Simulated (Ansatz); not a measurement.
Au, DFT, PBE, all-electron LAPW, scalar-relativistic (Ansatz 0.2.0), on 1 thread of Arm Neoverse V2 (shared host).

Command: `ansatz run input.yaml --threads 1 --pin off --max-ram 3072MiB --backend cpu --events-out ev --progress --plain --runs-dir out`

```yaml
crystal:
  lattice:
    - [0.0, 2.0785962888, 2.0785962888]
    - [2.0785962888, 0.0, 2.0785962888]
    - [2.0785962888, 2.0785962888, 0.0]
  atoms:
    - { symbol: Au, position: [0.0, 0.0, 0.0] }
kpoints:
  mp_grid: { grid: [21, 21, 21] }
scf:
  occupations: { method: fermi_dirac, width: 0.05 }
hamiltonian:
  xc: pbe
  pseudopotentials: { kind: all_electron, lapw: { basis_error: 0.0005 } }
output:
  forces: true
  stress: true
  eigenvalues: true
```

Task: How large is the problem that the program sets up?

Result: 286 irreducible k-points, 169 plane waves at Γ, 26 bands.

Task: About how long does it take, and how much memory?

Result: 37 s of wall time for 8 SCF iterations, with a peak of 0.58 GiB. Times on shared machines scatter by tens of per cent.
